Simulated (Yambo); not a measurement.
KScS2O8 (space group C2/m, No. 12), G0W0@PBEsol in Yambo with this input:

```
rim_cut
gw0
dyson
el_el_corr
HF_and_locXC
ppa
em1d
RandQpts= 1000000
RandGvec= 1 Ry
EXXRLvcs= 84 Ry
VXCRLvcs= 336 Ry
Chimod= "HARTREE"
% BndsRnXp
 2 | 277 |
%
NGsBlkXp= 7 Ry
% LongDrXp
 1.0 | 1.0 | 1.0 |
%
PPAPntXp= 27.2114 eV
% GbndRnge
 1 | 277 |
%
GTermKind= "BG"
DysSolver= "n"
ExtendOut
```

On a 2×2×1 mesh, with wavefunctions cut at 84 Ry, the gap ((-0.5, -0.5, 0) → (-0.5, -0.5, 0)) is 8.005 eV and the valence edge shifts by -1.386 eV.

### Question
What happens with this change: no terminator?

### Answer
The gap rises by 0.089 eV, to 8.094 eV; the shift of the valence edge becomes -1.176 eV. Neither run is shown to be the converged limit.

Geometry of the Materials Project entry, not relaxed at this level; primitive cell a = 5.0442 Å, b = 5.0442 Å, c = 8.1828 Å, α = 93.94°, β = 93.94°, γ = 64.31°.

The structure is a Materials Project entry; no match was found in the copy of COD used, and its stability was not checked.

A shift is the quasiparticle energy of the state minus its PBEsol energy.
